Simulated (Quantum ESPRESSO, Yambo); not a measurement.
**Levels of theory for the gap of KPSO3H2**

KPSO₃H₂ (space group Cm, No. 8): one geometry, one set of norm-conserving PBEsol (Quantum ESPRESSO, 84 Ry, scalar-relativistic) orbitals, self-energies from Yambo (2×2×2 Γ-centred k mesh, 171 bands and a 7 Ry block in the screening, 171 bands in G with the Bruneval-Gonze terminator, plasmon pole fitted at 27.2 eV).

The geometry is that of Materials Project entry mp-643033, symmetrised and not relaxed again.

| level | gap (0, 0, -0.5) → Γ (eV) | direct gap at Γ (eV) | rough Yambo cost |
|---|---|---|---|
| PBEsol (Quantum ESPRESSO) | 4.43 | 4.46 | – |
| exchange only (Hartree-Fock self-energy on PBEsol orbitals) | 12.55 | 12.55 | about 1/10 (12 states) |
| static COHSEX@PBEsol | 8.33 | 8.38 | within a factor of two (3 states) |
| G0W0@PBEsol, plasmon pole | 7.13 | 7.17 | 1 (12 states) |
| G0W0@PBEsol, multipole fit to 8 frequencies, no terminator | 7.03 | 7.07 | within a factor of two (3 states) |
| G0W0@PBEsol, plasmon pole, no terminator | 7.12 | 7.16 | about 1/10 (3 states, screening reused) |

Bare exchange has no screening and gives the widest gap; static COHSEX screens it but leaves out the frequency dependence, which G0W0 restores.

Costs are rough ratios of core time on shared machines.

Nearest settings tried, and what they do to the gap: 110 bands in W, 110 bands in G: -9 meV; 3 Ry block (79 vectors against 257): -297 meV. Not varied: mesh. So the settings aren't converged at that level. The k mesh is coarse.
